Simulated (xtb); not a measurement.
xtb single point, GFN2-xTB, vacuum, on silylphosphine, SiPH5 (SMILES [SiH3]P), charge 0, multiplicity 1.

```
xtb m.xyz --gfn 2 --chrg 0 --uhf 0 --norestart --sp

7

Si    -0.963699    -0.011265    -0.397565
P      1.171148    -0.011294    -1.059494
H     -1.585336    -1.203206    -0.970546
H     -1.578056     1.203206    -0.928816
H     -1.115472    -0.037205     1.059494
H      1.585336    -1.007366    -0.194462
H      1.577700     0.988365    -0.195170
```

It prints:

```

          ...................................................
          :                      SETUP                      :
          :.................................................:
          :  # basis functions                  25          :
          :  # atomic orbitals                  23          :
          :  # shells                           11          :
          :  # electrons                        14          :
          :  max. iterations                   250          :
          :  Hamiltonian                  GFN2-xTB          :
          :  restarted?                      false          :
          :  GBSA solvation                  false          :
          :  PC potential                    false          :
          :  electronic temp.          300.0000000     K    :
          :  accuracy                    1.0000000          :
          :  -> integral cutoff          0.2500000E+02      :
          :  -> integral neglect         0.1000000E-07      :
          :  -> SCF convergence          0.1000000E-05 Eh   :
          :  -> wf. convergence          0.1000000E-03 e    :
          :  Broyden damping             0.4000000          :
          :  net charge                          0          :
          :  unpaired electrons                  0          :
          ...................................................

 iter      E             dE          RMSdq      gap      omega  full diag
   1     -6.7423954 -0.674240E+01  0.841E+00    4.74       0.0  T
   2     -6.8411556 -0.987602E-01  0.256E+00    4.59       1.0  T
   3     -6.8432410 -0.208542E-02  0.195E+00    4.81       1.0  T
   4     -6.8437316 -0.490650E-03  0.759E-01    4.79       1.0  T
   5     -6.8435256  0.206051E-03  0.728E-01    4.82       1.0  T
   6     -6.8438165 -0.290924E-03  0.133E-01    4.77       1.0  T
   7     -6.8438235 -0.695347E-05  0.485E-02    4.77       1.0  T
   8     -6.8438238 -0.322688E-06  0.157E-02    4.77       2.4  T
   9     -6.8438236  0.153925E-06  0.128E-02    4.77       2.9  T
  10     -6.8438239 -0.214801E-06  0.243E-03    4.77      15.6  T
  11     -6.8438239 -0.294703E-08  0.122E-03    4.77      31.0  T
  12     -6.8438239 -0.125968E-08  0.128E-04    4.77     296.1  T
  13     -6.8438239 -0.158860E-10  0.346E-05    4.77    1092.4  T

   *** convergence criteria satisfied after 13 iterations ***

         #    Occupation            Energy/Eh            Energy/eV
      -------------------------------------------------------------
         1        2.0000           -0.7363751             -20.0378
         2        2.0000           -0.6319073             -17.1951
         3        2.0000           -0.4686272             -12.7520
         4        2.0000           -0.4507249             -12.2648
         5        2.0000           -0.4415421             -12.0150
         6        2.0000           -0.4316535             -11.7459
         7        2.0000           -0.3851777             -10.4812 (HOMO)
         8                         -0.2099083              -5.7119 (LUMO)
         9                         -0.2082849              -5.6677
        10                         -0.1907771              -5.1913
        11                         -0.1868417              -5.0842
        12                         -0.1430222              -3.8918
       ...                                ...                  ...
        23                          0.9764069              26.5694
      -------------------------------------------------------------
                  HL-Gap            0.1752694 Eh            4.7693 eV
             Fermi-level           -0.2975430 Eh           -8.0966 eV


         :::::::::::::::::::::::::::::::::::::::::::::::::::::
         ::                     SUMMARY                     ::
         :::::::::::::::::::::::::::::::::::::::::::::::::::::
         :: total energy              -6.788110061142 Eh    ::
         :: gradient norm              0.000784173290 Eh/a0 ::
         :: HOMO-LUMO gap              4.769324011974 eV    ::
         ::.................................................::
         :: SCC energy                -6.843823152732 Eh    ::
         :: -> isotropic ES            0.013548910690 Eh    ::
         :: -> anisotropic ES          0.000607941717 Eh    ::
         :: -> anisotropic XC          0.003366930442 Eh    ::
         :: -> dispersion             -0.003397796991 Eh    ::
         :: repulsion energy           0.055713091590 Eh    ::
         :: add. restraining           0.000000000000 Eh    ::
         :: total charge               0.000000000000 e     ::
         :::::::::::::::::::::::::::::::::::::::::::::::::::::

           -------------------------------------------------
          |                Property Printout                |
           -------------------------------------------------

    * Orbital Energies and Occupations

         #    Occupation            Energy/Eh            Energy/eV
      -------------------------------------------------------------
         1        2.0000           -0.7363751             -20.0378
         2        2.0000           -0.6319073             -17.1951
         3        2.0000           -0.4686272             -12.7520
         4        2.0000           -0.4507249             -12.2648
         5        2.0000           -0.4415421             -12.0150
         6        2.0000           -0.4316535             -11.7459
         7        2.0000           -0.3851777             -10.4812 (HOMO)
         8                         -0.2099083              -5.7119 (LUMO)
         9                         -0.2082849              -5.6677
        10                         -0.1907771              -5.1913
        11                         -0.1868417              -5.0842
        12                         -0.1430222              -3.8918
        13                         -0.0913296              -2.4852
        14                         -0.0903331              -2.4581
        15                         -0.0261222              -0.7108
        16                          0.0650715               1.7707
        17                          0.0700914               1.9073
        18                          0.2887247               7.8566
       ...                                ...                  ...
        23                          0.9764069              26.5694
      -------------------------------------------------------------
                  HL-Gap            0.1752694 Eh            4.7693 eV
             Fermi-level           -0.2975430 Eh           -8.0966 eV

     #   Z          covCN         q      C6AA      α(0)
     1  14 Si       3.684     0.452    98.448    19.008
     2  15 P        2.883    -0.282   173.520    23.670
     3   1 H        0.919    -0.080     4.904     3.463
     4   1 H        0.919    -0.079     4.889     3.458
     5   1 H        0.918    -0.069     4.591     3.351
     6   1 H        0.977     0.029     2.592     2.516
     7   1 H        0.977     0.029     2.599     2.519

 Mol. C6AA /au·bohr⁶  :       1074.695228
 Mol. C8AA /au·bohr⁸  :      46436.849403
 Mol. α(0) /au        :         57.986518

Wiberg/Mayer (AO) data.
largest (>0.10) Wiberg bond orders for each atom

 ---------------------------------------------------------------------------
     #   Z sym  total        # sym  WBO       # sym  WBO       # sym  WBO
 ---------------------------------------------------------------------------
     1  14 Si   3.660 --     2 P    0.975     3 H    0.885     4 H    0.885
                             5 H    0.884
     2  15 P    3.069 --     7 H    0.979     6 H    0.978     1 Si   0.975
     3   1 H    0.994 --     1 Si   0.885
     4   1 H    0.994 --     1 Si   0.885
     5   1 H    0.995 --     1 Si   0.884
     6   1 H    0.999 --     2 P    0.978
     7   1 H    0.999 --     2 P    0.979
 ---------------------------------------------------------------------------


molecular dipole:
                 x           y           z       tot (Debye)
 q only:       -0.654       0.000       0.350
   full:       -0.361       0.002       0.513       1.594
molecular quadrupole (traceless):
                xx          xy          yy          xz          yz          zz
 q only:        0.043       0.013       0.757       1.863      -0.016      -0.800
  q+dip:       -1.334      -0.013       2.086       2.899      -0.023      -0.752
   full:       -0.706      -0.009       2.389       3.428      -0.025      -1.683

           -------------------------------------------------
          | TOTAL ENERGY               -6.788110061142 Eh   |
          | GRADIENT NORM               0.000784173290 Eh/α |
          | HOMO-LUMO GAP               4.769324011974 eV   |
           -------------------------------------------------
```

The total energy is -184.71 eV.
